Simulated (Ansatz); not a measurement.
WS2: computed property card

WS2:
```
WS2
1.0
    0.00000     2.93538     2.93538
    2.93538     0.00000     2.93538
    2.93538     2.93538     0.00000
W S
1 2
Direct
  0.00000   0.00000   0.00000
  0.25000   0.25000   0.25000
  0.75000   0.75000   0.75000
```

Space group Fm-3m (No. 225), fluorite; conventional cell a = b = c = 5.8708 Å, α = β = γ = 90.00°.

Method: DFT-PBE in the program Ansatz with PAW potentials. Geometry: relaxed at this level of theory. Other levels are named where they apply.

### Cell and energy

```yaml
volume_per_atom: 16.86 Å³
density: 8.14 g/cm³
Formation energy from the elements (no fitted shifts): 0.018 eV/atom
```

### Electronic structure

```yaml
electronic_character: metallic (no gap)
Density of states at the Fermi level: 1.3 states/eV per atom (mean over ±0.08 eV)
```

### Mechanics

```yaml
Bulk modulus (Birch–Murnaghan fit): 1510 kbar
Pressure derivative B′: 4.6
```

A made-up cell: these elements were put on the sites of a structure type; neither database checked (COD, Materials Project) lists it. It is not the phase usual at ambient conditions (space group No. 194). Symmetry was held in the PBE relaxation; its stability against distortions is not shown here. No spin polarisation was allowed. The references are the lowest solids computed at this level, not always the standard phases. Spin–orbit coupling is left out wherever it is not named.

Potentials: the later of the program's two PAW sets.
